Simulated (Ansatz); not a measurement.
Relaxed-ion elastic tensor of Pd (bcc (W type), Im-3m) in GPa (Voigt order), PBEsol (plane waves, PAW; program Ansatz); density 12.04 g/cm³, 14.67 Å³ per atom.

|  | 1 | 2 | 3 | 4 | 5 | 6 |
|---|---|---|---|---|---|---|
| 1 | 174 | 211 | 211 | 0.0 | 0.0 | 0.0 |
| 2 | 211 | 174 | 211 | 0.0 | 0.0 | 0.0 |
| 3 | 211 | 211 | 174 | 0.0 | 0.0 | 0.0 |
| 4 | 0.0 | 0.0 | 0.0 | 118 | 0.0 | 0.0 |
| 5 | 0.0 | 0.0 | 0.0 | 0.0 | 118 | 0.0 |
| 6 | 0.0 | 0.0 | 0.0 | 0.0 | 0.0 | 118 |

Q: Is the crystal mechanically stable?

A: No: the smallest eigenvalue of C is -36.1 GPa.

The workflow started from a Materials Project entry (that database holds measured and hypothetical structures alike); the Crystallography Open Database copy checked does not list it. It is not the phase usual at ambient conditions (space group No. 225). The cell was relaxed with PBEsol under the symmetry of its start. At this level the phase is mechanically unstable. The run is not spin-polarised. As this level gives no gap, shear constants depend on the k-mesh and smearing (Fermi–Dirac, 0.1 eV here).

Potentials: the later of the program's two PAW sets.
